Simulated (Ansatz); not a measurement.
ReB2 in space group P6_3/mmc (No. 194; Re on 2c, B on 4f) under volume change, r²SCAN (plane waves, PAW; program Ansatz), shape and atoms relaxed at each volume.

| V (Å³/atom) | E − E(relaxed) (meV/atom) | P (GPa) |
|---|---|---|
| 8.256 | 93.2 | 39.59 |
| 8.528 | ___ | ___ |
| 8.801 | 9.3 | 11.23 |
| 9.073 | 0.0 | 0.02 |
| 9.345 | 8.3 | -9.59 |
| 9.617 | 31.8 | -17.82 |
| 9.889 | ___ | ___ |

Q: Complete the blanks.

A: 
- 9.889, E − E(relaxed) (meV/atom): 68.2
- 9.889, P (GPa): -24.86
- 8.528, E − E(relaxed) (meV/atom): 39.2
- 8.528, P (GPa): 24.31

Q: What does a third-order Birch–Murnaghan fit give for V₀, B₀ and B′?

A: V₀ = 9.07 Å³/atom, B₀ = 345 GPa, B′ = 4.1.

The workflow started from an entry of the Crystallography Open Database (COD). Its standing as an ambient phase is unchecked. The cell was relaxed with r²SCAN under the symmetry of its start; its stability against distortions is not shown here. No spin polarisation was allowed. Spin–orbit coupling is left out wherever it is not named.

Potentials: the later of the program's two PAW sets.
